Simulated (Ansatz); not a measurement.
## Structure relaxation, SnO

The start is a relaxed SnO cell, doubled along one cell vector, shaken by Gaussian noise of σ = 0.08 Å a coordinate. Cell shape, volume and atoms are optimised at zero target pressure with PBEsol (plane waves to 420 eV, PAW, scalar-relativistic; Ansatz, an electronic-structure program). The first steps use a coarse 7×7×4 k-mesh.

The start:
```
CELL_PARAMETERS angstrom
      0.00000     2.68739     2.68739
      2.68739     0.00000     2.68739
      5.37478     5.37478     0.00000
ATOMIC_POSITIONS crystal
  O  0.23400 0.26141 0.12328
  O  0.26516 0.25311 0.62311
  Sn 0.00997 0.98525 0.99289
  Sn 0.99356 0.98438 0.51372
```

```yaml
volume_change: -10.3 %, from 19.41 to 17.40 Å³/atom
relative_to_the_parent: "It does not go back: it reaches R3m (No. 160), 0.15 eV/atom below the parent"
Shortest distances (start → end): "The closest pairs of elements (up to four, under 3.6 Å), start → end: O–Sn 2.25 → 2.13 Å; Sn–Sn 3.68 → 3.35 Å; O–O 3.74 → 3.35 Å"
band_gap_at_the_end: 1.41 eV, indirect (valence top at 76 % of the way from Γ to S0, conduction bottom at 85 % of the way from H0 to L) (no spin-orbit coupling)
optimiser_moves: 19
```

Final structure:

```cif
data_O3Sn3
_chemical_formula_sum 'O3 Sn3'
_space_group_name_H-M_alt 'R3m :H'
_space_group_IT_number 160
_space_group_name_Hall 'R 3 -2"'
_cell_length_a 4.13874
_cell_length_b 4.13874
_cell_length_c 7.03789
_cell_angle_alpha 90.000
_cell_angle_beta 90.000
_cell_angle_gamma 120.000
loop_
_atom_site_label
_atom_site_type_symbol
_atom_site_symmetry_multiplicity
_atom_site_Wyckoff_symbol
_atom_site_fract_x
_atom_site_fract_y
_atom_site_fract_z
_atom_site_occupancy
O1 O 3 a 0.00000 0.00000 0.27269 1
Sn1 Sn 3 a 0.00000 0.00000 0.96940 1
```
(The calculation used a cell of 2 atoms; values per cell refer to that cell.)

Final values are on a 10×10×10 k-mesh of the relaxed cell. No spin polarisation in the result.

The relaxed structure here is a generated cell of SnO: the first start was made by placing the elements on the sites of a structure type, and the end was not matched to a known phase here, so it may be hypothetical. Known forms of SnO include space group No. 129.
